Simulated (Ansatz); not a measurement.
Relaxed-ion elastic tensor of SrTiO$_{3}$ in space group I4/mcm (No. 140; Sr on 4b, Ti on 4c, O on 8h, O on 4a) in GPa (Voigt order), r²SCAN (plane waves, PAW; program Ansatz); density 5.11 g/cm³, 11.92 Å³ per atom.

```csv
,1,2,3,4,5,6
1,334,90.8,122,0.0,0.0,0.0
2,90.8,334,122,0.0,0.0,0.0
3,122,122,344,0.0,0.0,0.0
4,0.0,0.0,0.0,96.6,0.0,0.0
5,0.0,0.0,0.0,0.0,96.6,0.0
6,0.0,0.0,0.0,0.0,0.0,121
```

Question: Is the crystal mechanically stable?

Answer: Yes: the smallest eigenvalue of C is 96.6 GPa.

Question: Work out the Voigt, Reuss and Hill averages.

Answer: K_V = 187, K_R = 186, K_H = 186; G_V = 108, G_R = 107, G_H = 107 GPa.

Question: Give Young's modulus, Poisson's ratio, Pugh's ratio and the universal anisotropy index.

Answer: E = 9KG/(3K + G) = 270 GPa; ν = 0.26; K/G = 1.73 (near the Pugh limit of 1.75, no verdict); A_U = 5G_V/G_R + K_V/K_R − 6 = 0.06.

Question: Estimate the sound speeds and the Debye temperature.

Answer: v_l = √((K + 4G/3)/ρ) = 8030 m/s, v_t = √(G/ρ) = 4580 m/s, mean 5090 m/s; Θ = (h/k)(3n/4πV)^(1/3) v_m = 664 K.

Question: How much does each axis shrink under pressure?

Answer: Linear compressibilities β_i = Σ_j S_ij (j = 1 to 3): x 1.9, y 1.9, z 1.6 per TPa.

The workflow started from a Materials Project entry (that database holds measured and hypothetical structures alike); the Crystallography Open Database files this formula in space group No. 140, but the cells were not matched. It is not the phase usual at ambient conditions (space group No. 221). The r²SCAN relaxation kept the symmetry of its start. At this level the phase is dynamically unstable (imaginary phonons). The run is not spin-polarised.

Potentials: the earlier of the program's two PAW sets.
